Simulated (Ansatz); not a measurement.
**NbNiB₂: Electric field gradients**

The cell is a computed structure from the Materials Project (it need not be an observed phase).

Space group Pnma (No. 62); a = 6.0493, b = 3.1289, c = 8.2103 Å.

```
site  Wyckoff  site symmetry       x       y       z
  Nb       4c            .m.  0.1322  0.2500  0.8673
  Ni       4c            .m.  0.9990  0.2500  0.3849
  B9       4c            .m.  0.2412  0.2500  0.5769
 B13       4c            .m.  0.1709  0.2500  0.1670
```

One atom of each set is listed.

Method: Kohn–Sham DFT in Ansatz, PBE, plane waves and PAW, scalar-relativistic, collinear spin, 420 eV cutoff, Γ-centred 6×11×4 k-points, Fermi–Dirac smearing 0.05 eV. Start moments as typed (μB): 1.5 on each Ni, none on the rest.

Conventions: |V_zz| ≥ |V_yy| ≥ |V_xx|, η = (V_xx − V_yy)/V_zz, C_Q = eQV_zz/h.

Nb-93: I = 9/2, Q = -320.0 mb; ⁶¹Ni: I = 3/2, Q = 162.0 mb; 11B: I = 3/2, Q = 40.59 mb. Quadrupole moments are those of Pyykkö's year-2017 table.

```
site  atoms                                                                        first shell  V_xx, V_yy, V_zz (10²¹ V/m²)     η  C_Q (MHz)
  Nb      4  9 B at 2.41–2.56 Å, 5 Ni at 2.71–3.01 Å, 4 Nb at 3.12–3.13 Å; also 2 Nb at 3.59 Å             0.96, 2.43, -3.39  0.44       26.2
  Ni      4                                                                 5 B at 2.03–2.16 Å             0.11, 2.53, -2.64  0.92      -10.3
  B9      4       2 B at 1.81 Å, 3 Ni at 2.15–2.16 Å, 1 Nb at 2.41 Å; also 3 Nb at 2.45–2.47 Å            -0.11, -0.12, 0.23  0.06      0.221
 B13      4                       2 B at 1.81 Å, 2 Ni at 2.03–2.07 Å; also 5 Nb at 2.43–2.56 Å            -0.11, -0.20, 0.31  0.29      0.303
```

With no gap above 0.1 eV, as in a metal, the gradients converge slowly in k; expect changes of a tenth or more on a denser mesh. Without spin–orbit coupling (the program notes it for Nb) the gradients can shift somewhat, as the gap is small. With these PAW files V_zz is typically within 2 to 3 % of all-electron values, but misses above 10 % occur on Ni. The start moments die out, and the run ends without spin.

The run took 5.8 min of wall time (5.8 min of CPU time) and 1.5 GiB at its peak, on 1 thread of Arm Neoverse V1 (aarch64; 28 cores open to the job, memory cap 3.0 GiB, no GPU), a shared host with a load of 0.9 a core.
